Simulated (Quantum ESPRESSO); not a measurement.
## BSi3C3N (finding a planted mistake in a log)

Simulated, not a measurement. The program is pw.x of Quantum ESPRESSO 7.5 (plane-wave density functional theory). The cell is made up: 8 atoms on a wurtzite lattice, with randomly drawn elements, strain and displacements, not relaxed. PseudoDojo standard norm-conserving files (v0.5 for PBE, v0.4.1 for LDA and PBEsol) set the functional; there is no spin polarisation, spin-orbit coupling or dispersion term, and the masses in the input are unused placeholders.

Intended input:

```
&control calculation='scf', pseudo_dir='./dojo.nc.sr.pbe.v0_5.standard.upf', outdir='./o', disk_io='low', tprnfor=.true., tstress=.true. /
&system ibrav=0, nat=8, ntyp=4, nbnd=22, ecutwfc=84.00895049, nosym=.true., tot_charge=0,
 occupations='smearing', smearing='fd', degauss=0.0018374661
/
&electrons conv_thr=7.350e-09, electron_maxstep=60, /
ATOMIC_SPECIES
B 1.0 B.upf
C 1.0 C.upf
N 1.0 N.upf
Si 1.0 Si.upf
CELL_PARAMETERS angstrom
3.058 0.0214 0.0039
0.0371 5.2681 0.007
0.0063 0.0066 4.9137
ATOMIC_POSITIONS angstrom
B -0.0051 0.0666 -0.0802
Si 1.5535 2.5836 0.0491
Si 1.5479 0.821 2.4791
Si 0.029 3.5741 2.4156
C -0.0852 0.1438 1.8398
C 1.5737 2.7393 1.7371
N 1.4948 0.9501 4.3292
C 0.1303 3.5293 4.3228
K_POINTS automatic
6 4 4 1 1 1
```

The log is shortened where brackets say so; the opening notice, blank lines, dates and the lines on written files are dropped, and the path of the files is cut. It prints rydbergs, bohrs and kilobars, and counts compression as positive stress. Where no state is partly filled, the Fermi energy that it prints is only some level between the filled and the empty states on the mesh, and need not lie in the true gap.

Log of the intended run:

```
     Program PWSCF v.7.5
     Parallel version (MPI & OpenMP), running on       4 processor cores
     Number of MPI processes:                 4
     Threads/MPI process:                     1
     [start-up lines left out]
     bravais-lattice index     =            0
     lattice parameter (alat)  =       5.7789  a.u.
     unit-cell volume          =     534.1631 (a.u.)^3
     number of atoms/cell      =            8
     number of atomic types    =            4
     number of electrons       =        32.00
     number of Kohn-Sham states=           22
     kinetic-energy cutoff     =      84.0090  Ry
     charge density cutoff     =     336.0358  Ry
     scf convergence threshold =      7.3E-09
     mixing beta               =       0.7000
     number of iterations used =            8  plain     mixing
     Exchange-correlation= PBE
                           (   1   4   3   4   0   0   0)
     [axes and pseudopotential details left out]
   Cartesian axes
     site n.     atom                  positions (alat units)
         1        B      tau(   1) = (  -0.0016677   0.0217784  -0.0262256  )
         2        Si     tau(   2) = (   0.5079989   0.8448446   0.0160558  )
         3        Si     tau(   3) = (   0.5061677   0.2684693   0.8106728  )
         4        Si     tau(   4) = (   0.0094831   1.1687409   0.7899081  )
         5        C      tau(   5) = (  -0.0278606   0.0470230   0.6016198  )
         6        C      tau(   6) = (   0.5146044   0.8957589   0.5680366  )
         7        N      tau(   7) = (   0.4888039   0.3106854   1.4156607  )
         8        C      tau(   8) = (   0.0426085   1.1540911   1.4135679  )
     number of k points=    48  Fermi-Dirac smearing, width (Ry)=  0.0018
                       cart. coord. in units 2pi/alat
        k(    1) = (   0.0827335   0.0718755   0.0775921), wk =   0.0416667
        k(    2) = (   0.0825365   0.0716701   0.2331819), wk =   0.0416667
     [further k points left out]
     Dense  grid:    55497 G-vectors     FFT dimensions: (  36,  60,  60)
     Estimated max dynamical RAM per process >      92.66 MB
     Estimated total dynamical RAM >     330.01 MB
     Initial potential from superposition of free atoms
     starting charge      31.9978, renormalised to      32.0000
     Starting wfcs are   32 randomized atomic wfcs
     total cpu time spent up to now is        1.7 secs
     per-process dynamical memory:    70.5 Mb
     Self-consistent Calculation
     iteration #  1     ecut=    84.01 Ry     beta= 0.70
     Davidson diagonalization with overlap
     ethr =  1.00E-02,  avg # of iterations =  3.0
     total cpu time spent up to now is        3.2 secs
     total energy              =     -87.53645754 Ry
     estimated scf accuracy    <       1.66836448 Ry
     iteration #  2     ecut=    84.01 Ry     beta= 0.70
     Davidson diagonalization with overlap
     ethr =  5.21E-03,  avg # of iterations =  2.0
     total cpu time spent up to now is        4.6 secs
     total energy              =     -88.02232560 Ry
     estimated scf accuracy    <       0.81203293 Ry
     [iterations 3 to 10 left out]
     iteration # 11     ecut=    84.01 Ry     beta= 0.70
     Davidson diagonalization with overlap
     ethr =  1.01E-10,  avg # of iterations =  4.1
     total cpu time spent up to now is       17.8 secs
     total energy              =     -88.16237905 Ry
     estimated scf accuracy    <       0.00000002 Ry
     iteration # 12     ecut=    84.01 Ry     beta= 0.70
     Davidson diagonalization with overlap
     ethr =  6.85E-11,  avg # of iterations =  2.0
     total cpu time spent up to now is       19.1 secs
     End of self-consistent calculation
     [lines on levels left out]
     the Fermi energy is    10.4375 ev
!    total energy              =     -88.16237905 Ry
     estimated scf accuracy    <          9.7E-10 Ry
     smearing contrib. (-TS)   =       0.00000000 Ry
     internal energy E=F+TS    =     -88.16237905 Ry
     The total energy is F=E-TS. E is the sum of the following terms:
     one-electron contribution =      15.75339333 Ry
     hartree contribution      =      12.20506002 Ry
     xc contribution           =     -31.00254545 Ry
     ewald contribution        =     -85.11828695 Ry
     convergence has been achieved in  12 iterations
     Forces acting on atoms (cartesian axes, Ry/au):
     atom    1 type  1   force =     0.00240722   -0.05840159    0.07768398
     atom    2 type  4   force =     0.04740760    0.10774777   -0.12854465
     atom    3 type  4   force =    -0.12865486    0.15021262    0.00281101
     atom    4 type  4   force =     0.01079203   -0.00605668    0.00270280
     atom    5 type  2   force =     0.14535832   -0.10216944   -0.09472861
     atom    6 type  2   force =    -0.01213449   -0.05605997    0.19227480
     atom    7 type  3   force =     0.00958561   -0.10843512   -0.02118643
     atom    8 type  2   force =    -0.07476144    0.07316241   -0.03101291
     Total force =     0.429092     Total SCF correction =     0.000018
     Computing stress (Cartesian axis) and pressure
          total   stress  (Ry/bohr**3)                   (kbar)     P=      -41.95
  -0.00030491  -0.00051217  -0.00008961          -44.85      -75.34      -13.18
  -0.00051217  -0.00091808   0.00027538          -75.34     -135.05       40.51
  -0.00008961   0.00027538   0.00036749          -13.18       40.51       54.06
     init_run     :      1.57s CPU      1.60s WALL (       1 calls)
     electrons    :     17.31s CPU     17.39s WALL (       1 calls)
     forces       :      0.29s CPU      0.31s WALL (       1 calls)
     stress       :      0.99s CPU      1.00s WALL (       1 calls)
     [timing details left out]
     PWSCF        :     20.25s CPU     20.40s WALL
     JOB DONE.
```

A second run was made from an input with one planted mistake. Its log:

```
     Program PWSCF v.7.5
     Parallel version (MPI & OpenMP), running on       4 processor cores
     Number of MPI processes:                 4
     Threads/MPI process:                     1
     [start-up lines left out]
     bravais-lattice index     =            0
     lattice parameter (alat)  =       5.7789  a.u.
     unit-cell volume          =     534.1631 (a.u.)^3
     number of atoms/cell      =            8
     number of atomic types    =            4
     number of electrons       =        33.00
     number of Kohn-Sham states=           23
     kinetic-energy cutoff     =      84.0090  Ry
     charge density cutoff     =     336.0358  Ry
     scf convergence threshold =      7.3E-09
     mixing beta               =       0.7000
     number of iterations used =            8  plain     mixing
     Exchange-correlation= PBE
                           (   1   4   3   4   0   0   0)
     [axes and pseudopotential details left out]
   Cartesian axes
     site n.     atom                  positions (alat units)
         1        B      tau(   1) = (  -0.0016677   0.0217784  -0.0262256  )
         2        Si     tau(   2) = (   0.5079989   0.8448446   0.0160558  )
         3        Si     tau(   3) = (   0.5061677   0.2684693   0.8106728  )
         4        Si     tau(   4) = (   0.0094831   1.1687409   0.7899081  )
         5        C      tau(   5) = (  -0.0278606   0.0470230   0.6016198  )
         6        C      tau(   6) = (   0.5146044   0.8957589   0.5680366  )
         7        N      tau(   7) = (   0.4888039   0.3106854   1.4156607  )
         8        C      tau(   8) = (   0.0426085   1.1540911   1.4135679  )
     number of k points=    48  Fermi-Dirac smearing, width (Ry)=  0.0018
                       cart. coord. in units 2pi/alat
        k(    1) = (   0.0827335   0.0718755   0.0775921), wk =   0.0416667
        k(    2) = (   0.0825365   0.0716701   0.2331819), wk =   0.0416667
     [further k points left out]
     Dense  grid:    55497 G-vectors     FFT dimensions: (  36,  60,  60)
     Estimated max dynamical RAM per process >      94.48 MB
     Estimated total dynamical RAM >     337.26 MB
     Initial potential from superposition of free atoms
     starting charge      31.9978, renormalised to      33.0000
     Starting wfcs are   32 randomized atomic wfcs
     total cpu time spent up to now is        1.7 secs
     per-process dynamical memory:    71.6 Mb
     Self-consistent Calculation
     iteration #  1     ecut=    84.01 Ry     beta= 0.70
     Davidson diagonalization with overlap
     ethr =  1.00E-02,  avg # of iterations =  3.1
     total cpu time spent up to now is        3.3 secs
     total energy              =     -86.80844716 Ry
     estimated scf accuracy    <       1.21169984 Ry
     iteration #  2     ecut=    84.01 Ry     beta= 0.70
     Davidson diagonalization with overlap
     ethr =  3.67E-03,  avg # of iterations =  2.1
     total cpu time spent up to now is        4.7 secs
     total energy              =     -87.11340874 Ry
     estimated scf accuracy    <       0.78939917 Ry
     [iterations 3 to 10 left out]
     iteration # 11     ecut=    84.01 Ry     beta= 0.70
     Davidson diagonalization with overlap
     ethr =  1.47E-09,  avg # of iterations =  2.0
     total cpu time spent up to now is       18.0 secs
     total energy              =     -87.27838855 Ry
     estimated scf accuracy    <       0.00000001 Ry
     iteration # 12     ecut=    84.01 Ry     beta= 0.70
     Davidson diagonalization with overlap
     ethr =  3.92E-11,  avg # of iterations =  4.2
     total cpu time spent up to now is       19.7 secs
     End of self-consistent calculation
     [lines on levels left out]
     the Fermi energy is    12.2362 ev
!    total energy              =     -87.27838855 Ry
     estimated scf accuracy    <          6.9E-09 Ry
     smearing contrib. (-TS)   =      -0.00028982 Ry
     internal energy E=F+TS    =     -87.27809873 Ry
     The total energy is F=E-TS. E is the sum of the following terms:
     one-electron contribution =      17.48899050 Ry
     hartree contribution      =      12.18050708 Ry
     xc contribution           =     -31.82930936 Ry
     ewald contribution        =     -85.11828695 Ry
     convergence has been achieved in  12 iterations
     Forces acting on atoms (cartesian axes, Ry/au):
     atom    1 type  1   force =     0.00569406   -0.03846441    0.06739411
     atom    2 type  4   force =     0.04783135    0.08083441   -0.12176477
     atom    3 type  4   force =    -0.12496771    0.10767396    0.03214230
     atom    4 type  4   force =     0.00967300    0.02354667    0.03027725
     atom    5 type  2   force =     0.14142382   -0.09138278   -0.11547350
     atom    6 type  2   force =    -0.01166694   -0.04875067    0.17130393
     atom    7 type  3   force =     0.00596013   -0.09922910   -0.02906397
     atom    8 type  2   force =    -0.07394771    0.06577192   -0.03481534
     Total force =     0.393430     Total SCF correction =     0.000080
     Computing stress (Cartesian axis) and pressure
          total   stress  (Ry/bohr**3)                   (kbar)     P=      254.61
   0.00188680  -0.00048876  -0.00015219          277.56      -71.90      -22.39
  -0.00048876   0.00104988   0.00027604          -71.90      154.44       40.61
  -0.00015219   0.00027604   0.00225580          -22.39       40.61      331.84
     init_run     :      1.56s CPU      1.60s WALL (       1 calls)
     electrons    :     17.95s CPU     18.05s WALL (       1 calls)
     forces       :      0.31s CPU      0.31s WALL (       1 calls)
     stress       :      0.99s CPU      1.00s WALL (       1 calls)
     [timing details left out]
     PWSCF        :     20.88s CPU     21.04s WALL
     JOB DONE.
```

Question: what was wrong in the second input?

Answer: the cell has the wrong charge. The input lines that differ, file-writing options aside:

```
- &system ibrav=0, nat=8, ntyp=4, nbnd=22, ecutwfc=84.00895049, nosym=.true., tot_charge=0,
+ &system ibrav=0, nat=8, ntyp=4, nbnd=23, ecutwfc=84.00895049, nosym=.true., tot_charge=-1,
```

|  | intended run | run with the mistake |
| --- | --- | --- |
| free energy (eV) | -1199.510 | -1187.483 |
| smearing term -TS (eV) | 0.0000 | -0.0039 |
| pressure (GPa) | -4.19 | 25.46 |
| largest force component (eV/Å) | 4.944 | 4.404 |
| largest change of a force component (eV/Å) |  | 1.094 |
| iterations | 12 | 12 |

For scale, a rerun of the intended cell at 1437 eV and a 8 x 6 x 6 mesh moved values by no more than 0.003 eV in energy, 0.09 GPa in stress and 0.005 eV/Å in force. The charged cell sits in a uniform background, so its energy and stress rest on the program's zero of potential. The number of bands, nbnd, was set by rule from the electron count and the smearing, so it follows the mistake.